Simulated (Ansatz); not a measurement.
Relaxation of a generated trial cell of Te2Mo in the baddeleyite structure type; 12 atoms in the cell, which starts as P2₁/c (No. 14), mP12; a = 7.169 Å, b = 7.254 Å, c = 7.401 Å, α = γ = 90.00°, β = 99.23°. These are r2SCAN (plane waves to 500 eV, PAW, scalar-relativistic; Ansatz, a program for electronic structure) values and carry that method's errors. Γ-centred k-mesh 3×3×3 on the run's cell (coarser than for final values), Fermi–Dirac smearing 0.05 eV. This is the first round of the run. 

The optimiser's lines from the output (shortened; P is positive under compression):

```
relax step   1: F+E_penalty+E_count = -75823.86892505 eV  Δ(F+E_penalty+E_count) = +0.000e0 eV  max|allowed force component| = 6.667e-1 eV/Å  Δτ_max = 0.0000 Å  P = -11.800 GPa  Ω = 379.918 Å³  (8 SCF iters, dr2 threshold 1.00e-7 eV, accepted)
relax step   2: F+E_penalty+E_count = -75826.94184183 eV  Δ(F+E_penalty+E_count) = -3.073e0 eV  max|allowed force component| = 3.403e-1 eV/Å  Δτ_max = 0.0546 Å  P = -4.849 GPa  Ω = 330.601 Å³  (7 SCF iters, dr2 threshold 1.20e-6 eV, accepted)
relax step   3: F+E_penalty+E_count = -75826.97330390 eV  Δ(F+E_penalty+E_count) = -3.146e-2 eV  max|allowed force component| = 6.595e-1 eV/Å  Δτ_max = 0.1647 Å  P = +4.086 GPa  Ω = 297.401 Å³  (7 SCF iters, dr2 threshold 1.20e-6 eV, accepted)
relax step   4: F+E_penalty+E_count = -75827.31136026 eV  Δ(F+E_penalty+E_count) = -3.381e-1 eV  max|allowed force component| = 3.580e-1 eV/Å  Δτ_max = 0.1779 Å  P = -0.252 GPa  Ω = 309.925 Å³  (8 SCF iters, dr2 threshold 1.20e-6 eV, accepted)
relax step   5: F+E_penalty+E_count = -75827.33973707 eV  Δ(F+E_penalty+E_count) = -2.838e-2 eV  max|allowed force component| = 2.646e-1 eV/Å  Δτ_max = 0.2000 Å  P = -0.549 GPa  Ω = 312.299 Å³  (8 SCF iters, dr2 threshold 1.20e-6 eV, accepted)
relax step   6: F+E_penalty+E_count = -75827.38182534 eV  Δ(F+E_penalty+E_count) = -4.209e-2 eV  max|allowed force component| = 5.201e-2 eV/Å  Δτ_max = 0.0469 Å  P = +0.001 GPa  Ω = 309.718 Å³  (7 SCF iters, dr2 threshold 1.20e-6 eV, accepted)
relax step   7: F+E_penalty+E_count = -75827.39027288 eV  Δ(F+E_penalty+E_count) = -8.448e-3 eV  max|allowed force component| = 6.434e-2 eV/Å  Δτ_max = 0.0685 Å  P = -0.095 GPa  Ω = 309.277 Å³  (8 SCF iters, dr2 threshold 1.69e-7 eV, accepted)
relax step   8: F+E_penalty+E_count = -75827.40871463 eV  Δ(F+E_penalty+E_count) = -1.844e-2 eV  max|allowed force component| = 1.020e-1 eV/Å  Δτ_max = 0.0551 Å  P = -0.151 GPa  Ω = 308.526 Å³  (8 SCF iters, dr2 threshold 2.59e-7 eV, accepted)
relax step   9: F+E_penalty+E_count = -75827.47590870 eV  Δ(F+E_penalty+E_count) = -6.719e-2 eV  max|allowed force component| = 2.374e-1 eV/Å  Δτ_max = 0.1194 Å  P = -0.421 GPa  Ω = 307.086 Å³  (8 SCF iters, dr2 threshold 6.50e-7 eV, accepted)
relax step  10: F+E_penalty+E_count = -75827.59898922 eV  Δ(F+E_penalty+E_count) = -1.231e-1 eV  max|allowed force component| = 3.033e-1 eV/Å  Δτ_max = 0.1753 Å  P = -0.884 GPa  Ω = 303.583 Å³  (10 SCF iters, dr2 threshold 1.20e-6 eV, accepted)
relax step  11: F+E_penalty+E_count = -75827.53640744 eV  Δ(F+E_penalty+E_count) = +6.258e-2 eV  max|allowed force component| = 3.238e-1 eV/Å  Δτ_max = 0.1964 Å  P = +0.118 GPa  Ω = 292.824 Å³  (7 SCF iters, dr2 threshold 1.20e-6 eV, rejected (line search))
relax step  12: F+E_penalty+E_count = -75827.65577211 eV  Δ(F+E_penalty+E_count) = -5.678e-2 eV  max|allowed force component| = 2.145e-1 eV/Å  Δτ_max = 0.0723 Å  P = +0.385 GPa  Ω = 297.736 Å³  (12 SCF iters, accepted)
relax step  13: F+E_penalty+E_count = -75827.68914665 eV  Δ(F+E_penalty+E_count) = -3.337e-2 eV  max|allowed force component| = 1.484e-1 eV/Å  Δτ_max = 0.0922 Å  P = -0.353 GPa  Ω = 297.925 Å³  (7 SCF iters, dr2 threshold 1.20e-6 eV, accepted)
relax step  14: F+E_penalty+E_count = -75827.70363449 eV  Δ(F+E_penalty+E_count) = -1.449e-2 eV  max|allowed force component| = 1.979e-2 eV/Å  Δτ_max = 0.0200 Å  P = +0.009 GPa  Ω = 296.738 Å³  (6 SCF iters, dr2 threshold 1.20e-6 eV, accepted)
relax step  15: F+E_penalty+E_count = -75827.70386661 eV  Δ(F+E_penalty+E_count) = -2.321e-4 eV  max|allowed force component| = 4.545e-3 eV/Å  Δτ_max = 0.0031 Å  P = -0.007 GPa  Ω = 296.770 Å³  (6 SCF iters, dr2 threshold 2.45e-8 eV, accepted)
relax step  16: F+E_penalty+E_count = -75827.70390953 eV  Δ(F+E_penalty+E_count) = -4.291e-5 eV  max|allowed force component| = 1.805e-3 eV/Å  Δτ_max = 0.0011 Å  P = +0.013 GPa  Ω = 296.719 Å³  (6 SCF iters, dr2 threshold 2.66e-9 eV, accepted)
relax step  17: F+E_penalty+E_count = -75827.69576092 eV  Δ(F+E_penalty+E_count) = +8.149e-3 eV  max|allowed force component| = 1.840e-3 eV/Å  Δτ_max = 0.0000 Å  P = -0.003 GPa  Ω = 296.719 Å³  stress off target by 8.84e-3 GPa  SCF on the basis re-selected at this cell (its energy is not comparable with the rows above)  (7 SCF iters)
```

From the first to the last row the energy changes by -0.32 eV/atom and the volume by -21.9 %. The last row is marked as not comparable with the walk above it, whose basis was carried along; it does compare with step 1, since both stand on a basis selected at the nominal cutoff for their own cell.

Step 11 was rejected by the optimiser.

Later rounds, restarted from the end of this one on a renewed k-mesh, logged 4 more steps and released under 0.01 eV/atom more. The final structure after all rounds: P2₁/c (No. 14), mP12; a = 6.6560 Å, b = 6.2072 Å, c = 7.4181 Å, α = 90.00°, β = 104.37°, γ = 90.00°. Between re-selections the logged energies stand on a plane-wave basis carried along with the cell. No spin polarisation in the result.

The run could not lose the symmetry of its start, so the end can be a saddle point.

The relaxed structure here is a generated cell of Te2Mo: the first start was made by placing the elements on the sites of a structure type, and the end was not matched to a known phase here, so it may be hypothetical. Known forms of Te2Mo include space group No. 194.
